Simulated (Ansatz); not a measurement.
**Sn: clamped-ion strain scan**

Level of theory: DFT PBEsol, scalar-relativistic, plane waves, PAW (Ansatz). The runs took a 420 eV cutoff, a Γ-centred 18×18×18 mesh and Gaussian smearing (0.15 eV). No spin polarisation. Energies are free energies at this smearing, counted from the undisturbed cell; pressure is positive in compression.

The undisturbed cell (as given, not relaxed at this level; it stands at -1.9 GPa; this bcc form isn't the usual structure):

```
Sn
1.0
    -1.89465    1.89465    1.89465
     1.89465   -1.89465    1.89465
     1.89465    1.89465   -1.89465
Sn
1
Direct
  0.00000 0.00000 0.00000
```

The cell is strained by ε times the Voigt pattern (0, 0, 1, 0, 0, 0) (xx, yy, zz, yz, xz, xy; engineering shear) with fractional coordinates fixed. The cell is metallic on the mesh throughout.

```tsv
ε	ΔE (meV/atom)	stress summed along the pattern (GPa, tension positive)	pressure (GPa)
-0.1000	8.6	-4.43	4.5
-0.0750	?	-2.06	?
-0.0500	-9.5	-0.11	0.7
-0.0250	-6.9	1.24	-0.7
0.0000	0.0	1.91	-1.9
0.0250	9.5	2.60	-3.0
0.0500	22.4	?	?
0.0750	?	?	-4.8
0.0875	48.7	4.67	-5.1
0.1000	58.9	4.98	-5.4
```

Give the withheld values.

ΔE (meV/atom) at ε = -0.0750: -5.0; pressure (GPa) at ε = -0.0750: 2.5; stress summed along the pattern (GPa, tension positive) at ε = 0.0500: 3.50; pressure (GPa) at ε = 0.0500: -3.9; ΔE (meV/atom) at ε = 0.0750: 39.1; stress summed along the pattern (GPa, tension positive) at ε = 0.0750: 4.34.